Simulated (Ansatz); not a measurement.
BaTiNOF:
```cif
data_BaFNOTi
_chemical_formula_sum 'Ba1 Ti1 N1 F1 O1'
_space_group_name_H-M_alt 'Pmmm'
_space_group_IT_number 47
_space_group_name_Hall '-P 2 2'
_cell_length_a 3.98485
_cell_length_b 4.05446
_cell_length_c 4.15735
_cell_angle_alpha 90.000
_cell_angle_beta 90.000
_cell_angle_gamma 90.000
loop_
_atom_site_label
_atom_site_type_symbol
_atom_site_symmetry_multiplicity
_atom_site_Wyckoff_symbol
_atom_site_fract_x
_atom_site_fract_y
_atom_site_fract_z
_atom_site_occupancy
Ba1 Ba 1 h 0.50000 0.50000 0.50000 1
Ti1 Ti 1 a 0.00000 0.00000 0.00000 1
N1 N 1 b 0.50000 0.00000 0.00000 1
F1 F 1 c 0.00000 0.00000 0.50000 1
O1 O 1 e 0.00000 0.50000 0.00000 1
```

Relaxed with r²SCAN.

Question: Tabulate the valence density and the electron localisation function along the shortest Ba–F contact (2.84 Å), plane-wave PAW r²SCAN (Ansatz code).

Answer: 

| distance from Ba (Å) | density (e/Å³) | ELF |
|---|---|---|
| 0.28 | 0.63 | -0.01 |
| 0.43 | 0.94 | 0.17 |
| 0.57 | 1.27 | 0.63 |
| 0.71 | 1.38 | 0.83 |
| 0.85 | 1.17 | 0.88 |
| 0.99 | 0.81 | 0.85 |
| 1.14 | 0.48 | 0.75 |
| 1.28 | 0.27 | 0.43 |
| 1.42 | 0.17 | 0.11 |
| 1.56 | 0.13 | 0.04 |
| 1.71 | 0.16 | 0.08 |
| 1.85 | 0.26 | 0.33 |
| 1.99 | 0.52 | 0.65 |
| 2.13 | 1.10 | 0.78 |
| 2.27 | 2.46 | 0.81 |
| 2.42 | 5.32 | 0.78 |
| 2.56 | 9.48 | 0.68 |

The density is the valence pseudo-density with augmentation charge, so density and ELF within about 1 Å of a nucleus are not all-electron values.

The start of the workflow was typed in or built on a structure type; neither database checked (COD, Materials Project) lists it. Whether it is the stable phase at ambient conditions was not checked. The cell was relaxed with r²SCAN under the symmetry of its start; whether a distortion lowers the energy is not shown. The workflow began spin-polarised and lost its moments. Spin–orbit coupling is left out wherever it is not named.

Potentials: the earlier of the program's two PAW sets.
